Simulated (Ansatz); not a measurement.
Polymorphs of CsPbCl₃, each relaxed with the program Ansatz at the PBEsol level (PAW):

A: Amm2
a = 5.6855 Å, b = 11.0015 Å, c = 11.0157 Å, α = 90.00°, β = 90.00°, γ = 90.00°

| atom | site | symmetry | x | y | z |
|---|---|---|---|---|---|
| Cs | 2b | mm2 | 0.5000 | 0.5000 | 0.9861 |
| Cs | 2b | mm2 | 0.5000 | 0.5000 | 0.5165 |
| Pb | 4d | m.. | 0.0000 | 0.2529 | 0.2427 |
| Cl | 4d | m.. | 0.0000 | 0.3125 | 0.4934 |
| Cl | 4e | m.. | 0.5000 | 0.2458 | 0.2433 |
| Cl | 2a | mm2 | 0.0000 | 0.0000 | 0.2961 |
| Cl | 2a | mm2 | 0.0000 | 0.0000 | 0.6704 |

B: cubic perovskite (Pm-3m)
a = b = c = 5.6155 Å, α = β = γ = 90.00°

| atom | site | symmetry | x | y | z |
|---|---|---|---|---|---|
| Cs | 1a | m-3m | 0.0000 | 0.0000 | 0.0000 |
| Pb | 1b | m-3m | 0.5000 | 0.5000 | 0.5000 |
| Cl | 3c | 4/mm.m | 0.0000 | 0.5000 | 0.5000 |

Problem. Order them by energy per atom at 0 K (lowest first) at the level PBEsol.

Solution. A (+0 meV/atom), B (+13 meV/atom)

Problem. Give each one's gap.

Solution. A 2.10 eV; B 1.83 eV.

Not the usual ambient phase: B. Standing as an ambient phase not checked: A. All cells were relaxed under the symmetry of their starts (and spin orders); stability against distortions was not tested throughout. Scalar-relativistic: spin–orbit coupling is off unless named, which matters more the heavier the elements.

Energies hold the estimated change up to a 700 eV cutoff; steps of a few meV lie near the error of the meshes.

Potentials: the later of the program's two PAW sets.
